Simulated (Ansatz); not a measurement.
## Zr₅TiC₆: relaxed-ion elastic tensor

All numbers below come from DFT PBE, scalar-relativistic, plane waves, PAW in Ansatz 0.2.0. Settings: 420 eV plane-wave cutoff, Γ-centred 12×12×4 mesh, Fermi-Dirac smearing of 0.15 eV. No spin polarisation.

Relaxed structure:
```
Zr Ti C
1.0
     3.29800    0.00000    0.00000
     0.00000    3.29800    0.00000
     0.00000    0.00000   13.93787
Zr Ti C
5 1 6
Direct
  0.00000 0.00000 0.16973
  0.50000 0.50000 0.33936
  0.50000 0.50000 0.66064
  0.00000 0.00000 0.83027
  0.50000 0.50000 0.00000
  0.00000 0.00000 0.50000
  0.00000 0.00000 0.00000
  0.50000 0.50000 0.16924
  0.00000 0.00000 0.34125
  0.50000 0.50000 0.50000
  0.00000 0.00000 0.65875
  0.50000 0.50000 0.83076
```

It was reached by relaxing an invented guess, and it needn't be the stable form of this composition. In a metal, frequencies and elastic constants depend on the k mesh and the smearing, soft modes and shear constants most.

(1) Give the relaxed-ion elastic constants (GPa, Voigt order xx yy zz yz xz xy, on the Cartesian axes of the cell above).

(2) Is the crystal stable against homogeneous strain?

(3) And the moduli of a polycrystal (Hill averages)?

Results:

(1)
C11 = 436.2, C12 = 127.7, C13 = 104.1, C22 = 436.2, C23 = 104.1, C33 = 462.8, C44 = 152.3, C55 = 152.3, C66 = 175.1 GPa; the others vanish.

(2) Yes: the least eigenvalue of the tensor is 152.3 GPa.

(3) B = 223 GPa, G = 162 GPa, E = 392 GPa, ν = 0.21.
